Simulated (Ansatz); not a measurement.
## What moves the field gradients of PtSe2?

Cell of run 1: a structure deposited in the COD, its atoms then relaxed with PBE in this cell.

```
CELL_PARAMETERS angstrom
3.72780 0.00000 0.00000
-1.86390 3.22837 0.00000
0.00000 0.00000 5.03130
ATOMIC_POSITIONS crystal
Pt 0.00000 0.00000 0.00000
Se 0.33333 0.66667 0.26021
Se 0.66667 0.33333 0.73979
```

Atom numbers follow the list; atoms alike are taken as one site, whose name carries the number of the first.

All runs are DFT with Ansatz 0.2.0 (plane waves and PAW, scalar-relativistic unless spin–orbit coupling is named, Γ-centred meshes, Fermi–Dirac smearing where given) in this cell.

Run 1: PBE, atoms relaxed; 420 eV, 14×14×9 k-points, smearing 0.05 eV.
Run 2: r2SCAN, at the relaxed atoms; 500 eV, 14×14×9 k-points, smearing 0.05 eV.
Run 3: PBE with spin–orbit coupling, at the relaxed atoms; 420 eV, 14×14×9 k-points, smearing 0.05 eV.
Run 4: LDA, at the relaxed atoms; 420 eV, 14×14×9 k-points, smearing 0.05 eV.
Run 5: PBEsol, at the relaxed atoms; 420 eV, 14×14×9 k-points, smearing 0.05 eV.

```
run  Pt V_zz (η)   Se V_zz (η)
  1  8.76 (0.00)  -2.94 (0.00)
  2  8.47 (0.00)  -4.57 (0.00)
  3  8.73 (0.00)  -3.66 (0.00)
  4  8.93 (0.00)  -2.53 (0.00)
  5            ?             ?
```

V_zz in 10²¹ V/m².

Q: Estimate the row of run 5.

A: Pt: 9.03 (0.00); Se: -2.61 (0.00). It lies nearest to run 4, from whose tensors on these sites it differs by 0.10 at most (largest principal value of the difference, on Pt). Taken one at a time, the functional (between the two that differ most) moves the tensors on these sites by up to 2.03 (largest principal value of the change, on Se), spin–orbit coupling by 0.72 (Se).

With these PAW files V_zz is typically within 2 to 3 % of all-electron values, but misses above 10 % occur on Pt. Semilocal functionals make gaps too small and can close them, so the real compound need not be a metal. In runs 1, 2, 3, 4, 5 there is no gap above 0.1 eV, so the gradients can move by 10 % or more with the k-mesh. In run 4 the atoms aren't at the calculated equilibrium (largest force 0.36 eV/Å).
